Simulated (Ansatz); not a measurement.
Here is the system:

Cd (hcp, Mg type)

```xyz
2
Lattice="2.9621 0.0000 0.0000 -1.4810 2.5652 0.0000 0.0000 0.0000 5.8011" Properties=species:S:1:pos:R:3 pbc="T T T"
Cd     0.0000     1.7101     4.3508
Cd     1.4810     0.8551     1.4503
```

In each cell atom 2 (Cd, nearest neighbour Cd at 2.962 Å; its periodic images, 3.0 Å or more away, move with it) moves by s·(0.707, 0.707, 0.000) (along Cartesian [110]), the rest being held.

These are r2SCAN (plane waves to 500 eV, PAW, scalar-relativistic; Ansatz, a first-principles code) values and carry that method's errors. k mesh 14×14×7 (Γ-centred), Fermi-Dirac smearing 0.05 eV. E stands for the smeared free energy. With partly filled bands, energies and forces of such displacements shift with the k mesh and the smearing. On this mesh the relaxed cell isn't quite at rest: it carries a pressure of 0.2 GPa (compression positive) at the zero of the scan. Cd was relaxed with its symmetry unable to fall. The PAW data are Ansatz's earlier set. ΔE is measured from the undisplaced structure.

The scan covers s from -0.590 to 0.590 Å in 11 points.

Q: Is the energy the same for displacements of ±0.590 Å, and if not, which side lies higher?

A: Not even: the positive side lies higher at ±0.590 Å. With its periodic images moving along, the atom's site symmetry in this cell is -6m2.

Q: What is the force constant k = d²E/ds² of this move at s = 0?

A: 0.26 eV/Å².

(For displaced atoms, the force is minus the slope of the energy, and its curvature is a force constant, which sets phonon frequencies.)
